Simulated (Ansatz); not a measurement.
Ga₂O₃:
Space group C2/m (No. 12); a = 12.2788 Å, b = 3.0474 Å, c = 5.8097 Å, α = γ = 90.00°, β = 103.71°

```tsv
atom	site	symmetry	x	y	z
Ga	4i	m	0.1588	0.5000	0.3145
Ga	4i	m	0.0904	0.0000	0.7953
O	4i	m	0.4963	0.0000	0.2559
O	4i	m	0.1732	0.0000	0.5628
O	4i	m	0.1653	0.0000	0.1095
```
(The calculation used a cell of 10 atoms; values per cell refer to that cell.)

Relaxed with PBEsol. PBEsol (plane waves, PAW; program Ansatz) gives a gap of 2.22 eV.

### Question
What gap does HSE06 give on the same cell (Ansatz, PAW)?

### Answer
4.13 eV, 1.90 eV more. The hybrid was solved on a coarser mesh and at special points; the gap given is the minimum over both.

| k | v1 PBEsol | c1 PBEsol | v1 HSE06 | c1 HSE06 |
|---|---|---|---|---|
| Γ | -0.02 | 2.22 | -0.02 | 4.13 |
| Y2 | -0.16 | 4.42 | -0.20 | 6.35 |
| A | -0.31 | 4.61 | ? | ? |
| M2 | -0.02 | 5.02 | ? | ? |
| V2 | -0.12 | 5.48 | ? | ? |
| L2 | -0.66 | 6.73 | ? | ? |
| C | -0.11 | 5.61 | -0.22 | 7.68 |
| D | -0.64 | 6.76 | -0.68 | 8.91 |

### Question
Top valence (v1) and lowest conduction level (c1) in eV from each method's valence maximum (which need not be a listed point): supply the withheld HSE06 values.

### Answer

- V2, v1 HSE06: -0.23
- V2, c1 HSE06: 7.53
- A, v1 HSE06: -0.31
- A, c1 HSE06: 6.57
- L2, v1 HSE06: -0.72
- L2, c1 HSE06: 8.89
- M2, v1 HSE06: -0.02
- M2, c1 HSE06: 7.04

Cost on shared cores: the PBEsol run (SCF on a 9×9×5 mesh, then bands and DOS) very roughly 4 core-minutes, the HSE06 run (SCF on 6×6×3, then a few points) about 12 core-minutes (a rough figure); the tasks are unlike.

Symmetry was held in the PBEsol relaxation. Scalar-relativistic: spin–orbit coupling is off unless named, which matters more the heavier the elements.

Potentials: the earlier of the program's two PAW sets. The files were generated under PBE; for other functionals the program regenerates the frozen cores, and for LDA and PBEsol the local potential too.
